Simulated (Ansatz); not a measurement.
Computed with DFT PBE, scalar-relativistic, plane waves, PAW in Ansatz. All cells share a 420 eV cutoff and Γ-centred k meshes spaced at most about 0.3 Å⁻¹ (about 0.25 or finer for metals, 2π included). No spin polarisation in the final relaxations.

All energies are static (0 K, no zero-point motion). All come from trial cells, and lower structures may exist.

Question: Which of these relaxed structures of Bi₄Te₃ is the lowest in energy?
A.

Space group P-6m2 (No. 187). a = 8.992 Å, b = 8.992 Å, c = 3.288 Å, α = 90.00°, β = 90.00°, γ = 120.00°
| atom | site | symmetry | x | y | z |
| --- | --- | --- | --- | --- | --- |
| Bi | 3k | mm2 | 0.2071 | 0.7929 | 0.5000 |
| Bi | 1a | -6m2 | 0.0000 | 0.0000 | 0.0000 |
| Te | 3k | mm2 | 0.7871 | 0.2129 | 0.5000 |

B.

Space group P6/mmm (No. 191). a = 5.858 Å, b = 5.858 Å, c = 10.537 Å, α = 90.00°, β = 90.00°, γ = 120.00°
```json
{"atom": "Bi", "site": "4h", "symmetry": "3m.", "x": "0.3333", "y": "0.6667", "z": "0.3518"}
{"atom": "Te", "site": "3f", "symmetry": "mmm", "x": "0.5000", "y": "0.0000", "z": "0.0000"}
```

C.

Space group P4/mmm (No. 123). a = 7.359 Å, b = 7.359 Å, c = 7.976 Å, α = 90.00°, β = 90.00°, γ = 90.00°
```json
{"atom": "Bi", "site": "4o", "symmetry": "m2m.", "x": "0.7960", "y": "0.5000", "z": "0.5000"}
{"atom": "Te", "site": "2h", "symmetry": "4mm", "x": "0.5000", "y": "0.5000", "z": "0.1832"}
{"atom": "Te", "site": "1b", "symmetry": "4/mmm", "x": "0.0000", "y": "0.0000", "z": "0.5000"}
```

Answer: A. It has space group P-6m2 (No. 187); the next, B, with space group P6/mmm (No. 191), lies 158 meV/atom higher. Counting Te atoms around Bi (those within 1.25 times the shortest such distance or 1.15 times the sum of covalent radii, 1.27 where that leaves under three; the shortest distance is added where it exceeds 1.18 times the sum of covalent radii; a slash parts the counts of unlike sites), the lowest has Bi 2/6 from 3.7 Å and the next has Bi 3 from 4.1 Å. The next holds Te–Te nets (shortest 2.93 Å); in the lowest the shortest Te–Te distance is 3.25 Å, near bonding range too. Even the lowest lies +0.13 eV/atom against the elements.

Weakly bound directions are ill-defined at this level, which has no dispersion term (P6/mmm), and this can change margins and order among such cells. These runs have no spin–orbit coupling, which can matter for Bi and Te. Cells relaxed within their symmetry can be saddle points. The part of the Crystallography Open Database at hand lists Bi4Te3 in space group No. 166, which no cell shown has. Some types were kept out of the candidates beforehand, so the set may lack a known form.
